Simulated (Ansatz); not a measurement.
GeI, capped honeycomb (chair)-type layer, relaxed and computed with two functionals in Ansatz (plane waves, PAW).

```
functional  a (Å)  thickness (Å)
----------  -----  -------------
PBE           ___            ___
r²SCAN+D4   4.196           5.76
```

Question: Fill in the missing entries.

Answer: 
- PBE, a (Å): 4.303
- PBE, thickness (Å): 5.81

All cells were relaxed under the symmetry of their starts (and spin orders); stability against distortions was not tested throughout. Spin–orbit coupling is left out wherever it is not named. Constructed layers (a layer type filled with these elements): GeI, capped honeycomb (chair)-type layer; GeI, capped honeycomb (chair)-type layer.

Potentials: the later of the program's two PAW sets.

Ansatz (a quantum-chemistry and plane-wave program) is a plane-wave DFT program.
